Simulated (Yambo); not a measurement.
A G0W0@PBEsol run in Yambo for Sr2MgWO6 (space group I4/m, No. 87) (4×4×4 Γ-centred k mesh, bands 3 to 152 and a 6 Ry block in the screening, 152 bands in G with the Bruneval-Gonze terminator, plasmon pole fitted at 27.2 eV) gives these matrix elements, in eV, at the band edges ((0, 0, 0.25) → X):

| state | E0 | <Vxc> | <Σx> | <Σc(E0)> | Z |
|---|---|---|---|---|---|
| valence edge | 0.000 | -19.701 | -24.870 | 4.475 | 0.787 |
| conduction edge | 3.019 | -16.520 | -11.009 | -3.786 | 0.824 |

Question: Solve the linearised quasiparticle equation for both states, give the gap, and say how exchange and correlation each act on it.

Answer: E = E0 + Z(Σx + Σc − Vxc). Valence: 0.000 + 0.787 × (-24.870 + (4.475) − (-19.701)) = -0.55 eV. Conduction: 3.019 + 0.824 × (-11.009 + (-3.786) − (-16.520)) = 4.44 eV. The gap is 4.99 eV, against 3.02 eV in PBEsol. Replacing Vxc by bare exchange alone would open it by 10.68 eV; correlation takes back 8.26 eV of that, and Z scales what is left. Convergence of the G0W0 settings was not tested. Spin-orbit coupling is left out, which matters for elements this heavy: edges can move by tenths of an eV.

Geometry of the Materials Project entry, not relaxed at this level; primitive cell a = 5.6095 Å, b = 5.6095 Å, c = 5.6095 Å, α = 120.38°, β = 120.38°, γ = 89.34°.

The structure is a Materials Project entry; no match was found in the copy of COD used, and its stability was not checked.
